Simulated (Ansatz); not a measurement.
HfGeTe:
```
HfGeTe
1.0
    3.73174     0.00000     0.00000
    0.00000     3.73174     0.00000
    0.00000     0.00000    10.20012
Hf Ge Te
2 2 2
Direct
  0.00000   0.50000   0.79172
  0.50000   0.00000   0.20828
  0.00000   0.00000   0.00000
  0.50000   0.50000   0.00000
  0.50000   0.00000   0.66055
  0.00000   0.50000   0.33945
```

Relaxed with r²SCAN. Special points in fractions of this cell's reciprocal vectors: Γ (0.000, 0.000, 0.000); X (0.000, 0.500, 0.000); M (0.500, 0.500, 0.000); Z (0.000, 0.000, 0.500); R (0.000, 0.500, 0.500); A (0.500, 0.500, 0.500).

Task: List the band energies nearest the Fermi level at these points for DFT-r²SCAN in the program Ansatz with PAW potentials.

Result: In eV from the Fermi level; about four levels below and three above (degenerate sets whole), none deeper than 8.9 eV; points with the same levels are listed once.

```json
[
 {"k": "Γ", "below": "-1.41 -1.41 -1.35 -1.35", "above": "0.78 1.66 2.20"},
 {"k": "X", "below": "-0.20 -0.20 -0.20 -0.20", "above": "3.07 3.07 3.34 3.34"},
 {"k": "M", "below": "-2.61 -2.61 -2.08 -2.08", "above": "1.59 1.59 3.63 3.63"},
 {"k": "Z", "below": "-1.64 -1.64 -1.12 -1.12", "above": "0.82 1.38 2.09"},
 {"k": "R", "below": "-0.33 -0.33 -0.17 -0.17", "above": "2.93 2.93 3.22 3.22"},
 {"k": "A", "below": "-2.46 -2.46 -2.08 -2.08", "above": "0.97 0.97 3.69 3.69"}
]
```

Space group P4/nmm. The workflow started from a Materials Project entry (that database holds measured and hypothetical structures alike); the Crystallography Open Database files this formula in space group No. 129, but the cells were not matched. Whether it is the stable phase at ambient conditions was not checked. The r²SCAN relaxation kept the symmetry of its start; whether a distortion lowers the energy is not shown. No spin polarisation was allowed. A crystal of weakly bound layers computed without a dispersion correction: the cell and the soft elastic constants depend strongly on that. Spin–orbit coupling is left out wherever it is not named.

Potentials: the later of the program's two PAW sets.
